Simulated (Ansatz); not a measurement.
A plane-wave DFT run in Ansatz 0.2.0 (scalar-relativistic PAW potentials unless the input names others): input and command.

```yaml
crystal:
  lattice:
    - [4.4203838392, 0.0, 0.0]
    - [0.0, 4.4203838392, 0.0]
    - [0.0, 0.0, 4.4203838392]
  atoms:
    - { symbol: V, position: [0.0, 0.0, 0.0], spin: 3.23 }
    - { symbol: B, position: [0.0, 0.5, 0.5] }
    - { symbol: B, position: [0.5, 0.0, 0.5] }
    - { symbol: B, position: [0.5, 0.5, 0.0] }
    - { symbol: Sb, position: [0.5, 0.5, 0.5] }
basis:
  precision: f64
kpoints:
  mp_grid: { grid: [8, 8, 8] }
hamiltonian:
  xc: pbe
scf:
  occupations: { method: gaussian, width: 0.1 }
  eigensolver: { kind: davidson }
output:
  forces: true
  eigenvalues: true
  stress: true
magnetization:
  spin_polarized: true
relax:
  adjacent_minimum: "off"
  f_tol: 0.01
  max_steps: 80
  cell: { stress_tol: 0.05 }
accuracy: low
```

```bash
ansatz run input.yaml --threads 1 --pin off --max-ram 2560MiB --backend cpu --events-out ev --progress --plain --runs-dir out
```

Abridged log:
```
Warning: where an SCF of this run starts from atoms to list the orders of its open shells, V (site 0, from 0) starts with 3.00 μB on its 3d shell, in the place of the 3.23 μB that the deck gives it: its open shells can hold no more by Hund's first rule. To start from spheres of the given moment, type scf.initial_density.shell_occupations: []
Basis set: ecut = 420 eV, 1743 PW (Γ), exchange–correlation on 60×60×60 points (8 copies of the dense FFT grid, shifted against one another)
Bands: 26, of which v1, the nominal top of the filled ones, is band 19 counted from 1 (18 counted from 0)
Symmetry: 48 space group operations
k-points: 35 of 512
SCF iter   1: F=—  HF=-9853.163820 eV  |F-HF|=—  |Δ(HF+E_count)|=         —  Δρ=2.37e-2 (↑2.37e-2 ↓2.08e-2) dr2=2.00e0  dr2_m=5.79e-2  M=2.751 μB ∫|m|=2.868 μB  β_m=0.30  ethr=5.53e-3  ⟨swp⟩=3.1  Hψ=8854  notcnv=0
Mixer restart at iter 1: flushing history
spin=Collinear: Kerker preconditioning applied to the charge; magnetization (m = ρ↑ − ρ↓) channel mixes plain (no charge-response kernel on spin).
SCF iter   2: F=—  HF=-9852.880711 eV  |F-HF|=—  |Δ(HF+E_count)|=   2.83e-1  Δρ=1.54e-2 (↑1.45e-2 ↓1.54e-2) dr2=8.26e-1  dr2_m=8.14e-3  M=2.811 μB ∫|m|=2.968 μB  β_m=0.54  ethr=5.39e-3  ⟨swp⟩=2.2  Hψ=3657  notcnv=0
SCF iter   3: F=—  HF=-9852.822662 eV  |F-HF|=—  |Δ(HF+E_count)|=   5.80e-2  Δρ=6.08e-3 (↑6.08e-3 ↓4.26e-3) dr2=6.70e-2  dr2_m=3.21e-3  M=2.909 μB ∫|m|=3.170 μB  β_m=0.70  ethr=1.84e-4  ⟨swp⟩=3.4  Hψ=8122  notcnv=0  defer=2
SCF iter   4: F=—  HF=-9852.884627 eV  |F-HF|=—  |Δ(HF+E_count)|=         —  Δρ=5.67e-3 (↑5.67e-3 ↓1.67e-3) dr2=4.13e-2  dr2_m=7.43e-3  M=3.015 μB ∫|m|=3.319 μB  β_m=0.70  ethr=1.81e-4  ⟨swp⟩=4.5  Hψ=4375  notcnv=0  defer=3
Mixer restart at iter 4: flushing history
SCF iter   5: F=—  HF=-9852.890376 eV  |F-HF|=—  |Δ(HF+E_count)|=   5.75e-3  Δρ=2.55e-3 (↑2.55e-3 ↓1.04e-3) dr2=4.02e-3  dr2_m=1.08e-3  M=2.978 μB ∫|m|=3.294 μB  β_m=0.63  ethr=1.12e-4  ⟨swp⟩=4.7  Hψ=4774  notcnv=0
SCF iter   6: F=—  HF=-9852.890006 eV  |F-HF|=—  |Δ(HF+E_count)|=   3.69e-4  Δρ=6.63e-4 (↑6.63e-4 ↓5.33e-4) dr2=1.08e-3  dr2_m=7.06e-5  M=2.994 μB ∫|m|=3.316 μB  β_m=0.76  ethr=1.09e-5  ⟨swp⟩=3.9  Hψ=4192  notcnv=0
SCF iter   7: F=—  HF=-9852.890256 eV  |F-HF|=—  |Δ(HF+E_count)|=   2.49e-4  Δρ=6.82e-4 (↑6.82e-4 ↓2.05e-4) dr2=4.78e-4  dr2_m=9.04e-5  M=2.984 μB ∫|m|=3.314 μB  β_m=0.88  ethr=2.91e-6  ⟨swp⟩=4.2  Hψ=3693  notcnv=0
SCF iter   8: F=—  HF=-9852.890323 eV  |F-HF|=—  |Δ(HF+E_count)|=   6.70e-5  Δρ=1.37e-4 (↑1.37e-4 ↓7.85e-5) dr2=1.58e-5  dr2_m=3.10e-6  M=2.989 μB ∫|m|=3.321 μB  β_m=0.94  ethr=1.29e-6  ⟨swp⟩=3.0  Hψ=3410  notcnv=0
   ...
SCF iter   3: F=—  HF=-9852.892722 eV  |F-HF|=—  |Δ(HF+E_count)|=   1.60e-8  Δρ=2.37e-6 (↑2.37e-6 ↓2.33e-6) dr2=3.95e-9  dr2_m=1.08e-9  M=2.966 μB ∫|m|=3.307 μB  β_m=0.75  ethr=3.18e-11  ⟨swp⟩=2.8  Hψ=3363  notcnv=0
SCF iter   4: F=—  HF=-9852.892722 eV  |F-HF|=—  |Δ(HF+E_count)|=   1.39e-8  Δρ=7.48e-7 (↑7.48e-7 ↓1.94e-7) dr2=1.27e-9  dr2_m=9.49e-11  M=2.966 μB ∫|m|=3.307 μB  β_m=0.87  ethr=1.07e-11  ⟨swp⟩=4.2  Hψ=4122  notcnv=0
SCF iter   5: F=—  HF=-9852.892722 eV  |F-HF|=—  |Δ(HF+E_count)|=  4.95e-10  Δρ=3.41e-7 (↑3.41e-7 ↓1.36e-7) dr2=3.59e-10  dr2_m=1.92e-11  M=2.966 μB ∫|m|=3.307 μB  β_m=0.94  ethr=3.43e-12  ⟨swp⟩=4.5  Hψ=3697  notcnv=0
SCF iter   6: F=—  HF=-9852.892722 eV  |F-HF|=—  |Δ(HF+E_count)|=  1.16e-10  Δρ=2.23e-7 (↑2.23e-7 ↓6.96e-8) dr2=3.79e-11  dr2_m=1.24e-11  M=2.966 μB ∫|m|=3.307 μB  β_m=0.97  ethr=1.00e-12  ⟨swp⟩=4.8  Hψ=4116  notcnv=0
SCF iter   7: F=—  HF=-9852.892722 eV  |F-HF|=—  |Δ(HF+E_count)|=  8.19e-11  Δρ=1.62e-7 (↑1.62e-7 ↓2.79e-8) dr2=2.56e-11  dr2_m=5.23e-12  M=2.966 μB ∫|m|=3.307 μB  β_m=0.98  ethr=1.00e-12  ⟨swp⟩=2.8  Hψ=3226  notcnv=0
SCF iter   8: F=—  HF=-9852.892722 eV  |F-HF|=—  |Δ(HF+E_count)|=  2.91e-11  Δρ=6.93e-8 (↑6.93e-8 ↓1.07e-8) dr2=4.16e-12  dr2_m=9.17e-13  M=2.966 μB ∫|m|=3.307 μB  β_m=0.99  ethr=1.00e-12  ⟨swp⟩=2.8  Hψ=3250  notcnv=0
SCF iter   9: F=—  HF=-9852.892722 eV  |F-HF|=—  |Δ(HF+E_count)|=  5.46e-12  Δρ=1.76e-7 (↑1.76e-7 ↓2.78e-8) dr2=5.38e-11  dr2_m=6.04e-12  M=2.966 μB ∫|m|=3.307 μB  β_m=1.00  ethr=1.00e-12  ⟨swp⟩=2.0  Hψ=3158  notcnv=0
SCF iter  10: F=-9852.892722 eV  HF=-9852.892722 eV  |F-HF|=2.18e-11  |Δ(HF+E_count)|=    0.00e0  Δρ=1.17e-7 (↑1.17e-7 ↓1.65e-8) dr2=2.39e-11  dr2_m=2.56e-12  M=2.966 μB ∫|m|=3.307 μB  ethr=1.00e-12  ⟨swp⟩=2.0  Hψ=3158  notcnv=0
SCF 3 converged in 10 iterations: F = -9852.892722 eV  dr2 = 2.39e-11
  Residual-converged pass: ⟨swp⟩=3.7  Hψ=3486  notcnv=0  max |occ|·‖R‖ = 1.5e-7 eV (tolerance 1.5e-7 eV) dr2=3.49e-11  dr2_m=2.97e-12  dr2_onsite=4.40e-12  max |Δocc| = 1.3e-11
SCF converged after 10 iterations
Magnetization: 2.9658 μB (19.9829 up, 17.0171 down)
Absolute magnetization: 3.3071 μB (∫|ρ↑−ρ↓|, with the PAW one-centre terms)
Spin contamination: 0.2771 ħ² per cell (⟨S²⟩ above its minimum at these occupations)
Per-site moments (μB) at R_I (Å): [(2.81248409, 1.28443438), (-0.03316990, 0.90823226), (-0.03316990, 0.90823226), (-0.03316990, 0.90823226), (0.00660715, 0.90823226)]
Free energy (F): -9852.892722 eV
Harris-Foulkes:  -9852.892722 eV  (|F-HF|=2.18e-11)
Internal energy: -9852.863522 eV  (E = F + TS)
E sigma→0 (E₀):  -9852.878122 eV
Entropy (-TS):   -0.029200 eV (-5.840 meV/atom)
Fermi energy:    7.982134 eV
--- Forces (eV/Å), atoms counted from 1 ---
  atom   1  V      0.00000000     0.00000000     0.00000000
  atom   2  B      0.00000000     0.00000000     0.00000000
  atom   3  B      0.00000000     0.00000000     0.00000000
  atom   4  B      0.00000000     0.00000000     0.00000000
  atom   5  Sb     0.00000000     0.00000000     0.00000000
--- Stress (GPa, compression-positive) ---
        0.039830       0.000000       0.000000
        0.000000       0.039830       0.000000
        0.000000       0.000000       0.039830
  P = ⅓ Tr σ = 0.0398 GPa (0.398 kbar)
--- Relaxed structure (2 steps of the walk, 2 accepted, 1 SCFs on fresh bases) ---
  F+E_penalty+E_count = -9852.89272234 eV   max|allowed force component| = 1.011e-29 eV/Å   (the final SCF, on the basis selected at the relaxed cell)
  cell:  # Å, volume = 85.3904 Å³
    - [4.40355038, 0.0, 0.0]
    - [0.0, 4.40355038, 0.0]
    - [0.0, 0.0, 4.40355038]
  atoms:
    - { symbol: V, position: [0.0, 0.0, 0.0] }
    - { symbol: B, position: [0.0, 0.5, 0.5] }
    - { symbol: B, position: [0.5, 0.0, 0.5] }
    - { symbol: B, position: [0.5, 0.5, 0.0] }
    - { symbol: Sb, position: [0.5, 0.5, 0.5] }
```

Apart from outputs and empty bands, the input differs from a reference run on usual settings in accuracy: not typed → "low"; scf.eigensolver.kind: not typed → "davidson"; basis.precision: not typed → "f64"; basis.ecutwfc: 420 → not typed. The reference, at the same start, ended its own course with a relaxed volume of 17.08 Å³/atom, pressure 0.04 GPa, largest force 0.000 eV/Å, no gap on the mesh. This run converged in 31 SCF iterations over all its steps (reference: 30) with an energy at zero smearing within 0.01 meV/atom of the reference's, a relaxed volume of 17.08 Å³/atom, pressure 0.04 GPa, largest force 0.000 eV/Å, no gap on the mesh. Its accuracy level is looser than usual, yet energy, pressure and forces hardly moved.

The run took 37 s on 1 thread of Arm Neoverse V2 (shared host), peak memory 0.41 GiB.